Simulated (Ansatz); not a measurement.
# What DFT gives for Cs3GaF6

```xyz
10
Lattice="0.0000 4.7187 4.7187 4.7187 0.0000 4.7187 4.7187 4.7187 0.0000" Properties=species:S:1:pos:R:3 pbc="T T T"
Cs    7.0780    7.0780    7.0780
Cs    2.3593    2.3593    2.3593
Cs    0.0000    0.0000    0.0000
Ga    4.7187    4.7187    4.7187
F     6.6392    4.7187    4.7187
F     4.7187    6.6392    4.7187
F     2.7982    4.7187    4.7187
F     4.7187    2.7982    4.7187
F     4.7187    4.7187    6.6392
F     4.7187    4.7187    2.7982
```

The numbers come from plane-wave PAW DFT (Ansatz): r2SCAN, no spin polarisation, 500 eV, 5×5×5 Γ-centred k points, cold occupations (width 0.0186 eV). Nothing was relaxed.

Which atom feels the largest force, and which way?

The largest is on F10 (and as large on other atoms): 0.33 eV/Å, components (0.00, 0.00, 0.33). It makes 0° with the line to a nearest neighbour, Ga4 at 1.92 Å, pointing towards it.

What does the stress say?

The pressure is -1.1 GPa (compression positive), so with the atoms held at these fractions the cell would first shrink.

Give the Bader charges.

Bader charges in e: Cs +0.92, Ga +2.17, F -0.82. In the mean Ga gives up most and F takes most.

Is there a gap, and of what kind?

The gap is 6.89 eV, indirect (the least direct gap found is 6.96 eV).

Origin: a database entry at a rescaled volume.
